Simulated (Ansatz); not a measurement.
input.yaml (Ansatz)

```yaml
crystal:
  lattice:
    - [-1.7784587581, 1.7784587581, 1.7784587581]
    - [1.7784587581, -1.7784587581, 1.7784587581]
    - [1.7784587581, 1.7784587581, -1.7784587581]
  atoms:
    - { symbol: Mg, position: [0.0, 0.0, 0.0] }
hamiltonian:
  xc: r2scan
  pseudopotentials:
    kind: paw_fr
    azcp:
      Mg: "pseudopotentials/Mg.paw.azcp"
basis:
  ecutwfc: 500
  fft_grid_basis: typed
kpoints:
  mp_grid: { grid: [12, 12, 12], shift: [0, 0, 0] }
magnetization:
  noncollinear: true
  spin_orbit: true
scf:
  occupations: { method: fermi_dirac, width: 0.1 }
```

and its output:

```
Engine: ansatz 0.2.0, x86_64-unknown-linux-gnu
Pseudopotentials: kind: paw_fr
Pseudopotential: Mg, paw_fr, valence charge 10, recommended cutoff 500 eV (meta_gga) 
Functional definition: r2SCAN
  parameter k0 = 0.174
  parameter k1 = 0.065
  parameter a1 = 4.9479
  exchange = r2scan_x(k0 = k0, k1 = k1, a1 = a1)
  correlation = r2scan_c
non-collinear run that drives no moment, with spin-orbit: no starting moment large enough to seed its density (crystal.atoms[].spin), no starting occupations that ask for one, no magnetisation constraint and no magnetic field, so the semilocal B_xc is pinned to zero
Crystal: 1 atoms, lattice volume = 22.500 Å³
Basis set: ecut = 500 eV, 603 PW (Γ), exchange–correlation on 96×96×96 points (64 copies of the dense FFT grid, shifted against one another)
Bands: 18, of which v1, the nominal top of the filled ones, is band 10 counted from 1 (9 counted from 0)
Symmetry: 48 space group operations + 48 with time reversal
Magnetic group: BNS 229.141 (UNI 1643), of the structure as read, at distance tolerance 2.8e-5 Å
k-points: 72 of 1728
Projection manifold: j_resolved (fully-relativistic pseudo-atomic orbitals)
Non-local potential: Mg, projectors of the file, l = 0: 3, l = 1: 4, l = 2: 2
PAW form: soft (Blöchl's): semilocal exchange-correlation on the pseudo side does not see the compensation charge
PAW frozen core: Mg, regenerated for the run's functional (the file was generated under x = pbe(κ = 0.804, μ = 0.2195149727645171), c = pbe(β = 0.06672455060314922))
PAW one-centre angular grid: Mg, 302 points (default); XC on 397 of its mesh's 2593 points in the sphere
Initial density: superposition of atomic densities (chi_scale 0.1, normalization cell)
Initial wavefunctions: pseudopotential atomic-orbital guess
Functional: x = r2scan, c = r2scan; τ floored in thin density (d = 2e-4 eV/Å³)
iter 1 solved again at ethr=5.83e-4 eV; its pass at ethr=3.10e-3 eV (dr2=5.83e-2 eV) is discarded
SCF iter   1: F=—  HF=-1926.249905 eV  |F-HF|=—  |Δ(HF+E_count)|=         —  Δρ=1.53e-2  dr2=5.82e-2  dr2_τ=8.34e-5  dr2_m=0.00e0 (ungated)  ethr=5.83e-4  |M|=0.00e0 ∫|m|=0.00e0 μB  |m|>n=0.0e0 m-floor=0.0e0 τ_xc=0.0e0  β_m=0.30  ⟨swp⟩=1.3  Hψ=4336  notcnv=0
SCF iter   2: F=—  HF=-1926.295777 eV  |F-HF|=—  |Δ(HF+E_count)|=   4.59e-2  Δρ=1.13e-2  dr2=3.24e-2  dr2_τ=3.85e-5  dr2_m=0.00e0 (ungated)  ethr=5.82e-4  |M|=0.00e0 ∫|m|=0.00e0 μB  |m|>n=0.0e0 m-floor=0.0e0 τ_xc=0.0e0  β_m=0.65  ⟨swp⟩=2.0  Hψ=1002  notcnv=0
SCF iter   3: F=—  HF=-1926.305175 eV  |F-HF|=—  |Δ(HF+E_count)|=   9.40e-3  Δρ=1.06e-3  dr2=2.89e-4  dr2_τ=7.85e-6  dr2_m=0.00e0 (ungated)  ethr=3.24e-4  |M|=0.00e0 ∫|m|=0.00e0 μB  |m|>n=0.0e0 m-floor=0.0e0 τ_xc=0.0e0  β_m=0.58  ⟨swp⟩=2.0  Hψ=1007  notcnv=0
SCF iter   4: F=—  HF=-1926.305284 eV  |F-HF|=—  |Δ(HF+E_count)|=   1.09e-4  Δρ=3.54e-4  dr2=3.21e-5  dr2_τ=7.33e-7  dr2_m=0.00e0 (ungated)  ethr=2.89e-6  |M|=0.00e0 ∫|m|=0.00e0 μB  |m|>n=0.0e0 m-floor=0.0e0 τ_xc=0.0e0  β_m=0.79  ⟨swp⟩=2.0  Hψ=1006  notcnv=0
SCF iter   5: F=—  HF=-1926.305288 eV  |F-HF|=—  |Δ(HF+E_count)|=   3.62e-6  Δρ=2.14e-5  dr2=4.21e-8  dr2_τ=2.17e-9  dr2_m=0.00e0 (ungated)  ethr=1.00e-9  |M|=0.00e0 ∫|m|=0.00e0 μB  |m|>n=0.0e0 m-floor=0.0e0 τ_xc=0.0e0  β_m=0.89  ⟨swp⟩=1.2  Hψ=1949  notcnv=0
SCF iter   6: F=-1926.305288 eV  HF=-1926.305288 eV  |F-HF|=1.21e-9  |Δ(HF+E_count)|=   1.35e-7  Δρ=2.24e-6  dr2=2.98e-10  dr2_τ=7.31e-11  dr2_m=0.00e0 (ungated)  ethr=4.21e-10  |M|=0.00e0 ∫|m|=0.00e0 μB  |m|>n=0.0e0 m-floor=0.0e0 τ_xc=0.0e0  ⟨swp⟩=1.0  Hψ=1948  notcnv=0
SCF 1 converged in 6 iterations: F = -1926.305288 eV  dr2 = 2.98e-10
SCF converged after 6 iterations
Magnetization: |M| = 0.0000 μB,  M = (+0.0000, +0.0000, +0.0000) μB
Absolute magnetization: 0.0000 μB (∫|m|)
  site 0: m = (+0.0000, +0.0000, +0.0000) μB, |m| = 0.0000 μB  (R = 1.27 Å)
Free energy (F): -1926.305288 eV
Harris-Foulkes:  -1926.305288 eV  (|F-HF|=1.21e-9)
Internal energy: -1926.291502 eV  (E = F + TS)
E sigma→0 (E₀):  -1926.298395 eV
Entropy (-TS):   -0.013786 eV (-13.786 meV/atom)
Fermi energy:    5.839352 eV
--- Per-component energies (eV) ---
  E_band       = -370.147054
  E_kinetic    = 74.403950
  E_local      = -1613.356688  (includes V_loc(G=0)·N_el)
  E_nonlocal   = 95.852823
  E_hartree    = 576.077110
  E_xc         = -26.433769
  E_vxc        = -38.364282  (∫ρ·V_xc dr)
  E_paw        = -296.163656  (= ΣΔE_a)
  E_vpaw       = -43.333045  (= ΣTr[D̂ρ^β])
  E_aug_tail   = -0.000001  (compensation charges beyond the density's cutoff)
  E_vtau       = 2.495995  (kinetic-family band-sum trace: ∫τ·v_τ [+ j·A + Jᵃ·Aᵃ] dr)
  E_ewald      = -736.644458
  E_core_change = -0.026813  (= ΣΔE_core)
  E_smearing   = -0.013786  (= −TS)
  E_closure    = 0.000000  (closes the sum)
  Σ components = -1926.305288   (vs F -1926.305288, Δ=0.00e0)
```

Launched by

```sh
ansatz run input.yaml --threads 1 --pin off --max-ram 3584MiB --backend cpu --events-out ev --progress --plain --runs-dir out
```

On 1 thread of Intel(R) Xeon(R) Platinum 8259CL CPU @ 2.50GHz (Skylake/Cascade Lake) (shared host) this took about 13 s of wall time and 13 s of CPU time.
